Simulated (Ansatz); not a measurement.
Hf:
```
Hf
1.0
   -1.76883     1.76883     1.76883
    1.76883    -1.76883     1.76883
    1.76883     1.76883    -1.76883
Hf
1
Cartesian
  0.00000   0.00000   0.00000
```

Relaxed with r²SCAN.

Map the electron localisation function on the plane through (0.000, 0.000, 0.000) spanned by u = [1, 1, 0] and v = [1, -1, 0] in lattice vectors, from r²SCAN (plane waves, PAW; program Ansatz).

x is the fraction of u, y of v (the angle between them is 90°; rows are the nearest grid lines); atoms in the plane: Hf at (0.00, 0.00), Hf at (0.50, 0.50).
```
|@@@@*: .-=-. :*@@@@|
|@@@%+. .-+-. .+%@@@|
|@@@#=  .=+=.  =#@@@|
|%%#+:  :+++:  :+#%%|
|*+=.  .-=+=-.  .=+*|
|..    .:---:.    ..|
|....           ....|
|==-.   :---:   .-==|
|++-  .-+###+-.  -++|
|+=:  -*%@@@%*-  :=+|
|+=. .+%@@@@@%+. .=+|
|=-. .*%@@@@@%*. .-=|
|=-. .*%@@@@@%*. .-=|
|+=. .+%@@@@@%+. .=+|
|+=:  -*%@@@%*-  :=+|
|++-  .-+###+-.  -++|
|==-.   :---:   .-==|
|....           ....|
|..    .:---:.    ..|
|*+=.  .-=+=-.  .=+*|
|%%#+:  :+++:  :+#%%|
|@@@#=  .=+=.  =#@@@|
|@@@%+. .-+-. .+%@@@|
|@@@@*: .-=-. :*@@@@|
```
Scale: ten equal steps from 0.129 (start of ' ') to 0.854 (end of '@'), in the order ' .:-=+*#%@'; x runs from 0.000 to 1.00, y from 0.000 (bottom) to 1.00 (top).

The density is the valence pseudo-density with augmentation charge, so density and ELF within about 1 Å of a nucleus are not all-electron values.

Space group Im-3m (bcc (W type)). This is a known high-temperature phase of the composition, computed here at zero pressure and temperature. The cell was relaxed with r²SCAN under the symmetry of its start. At this level the phase is mechanically unstable. No spin polarisation was allowed. Scalar-relativistic: spin–orbit coupling is off unless named, which matters more the heavier the elements.

Potentials: the earlier of the program's two PAW sets. The files were generated under PBE; for other functionals the program regenerates the frozen cores, and for LDA and PBEsol the local potential too.
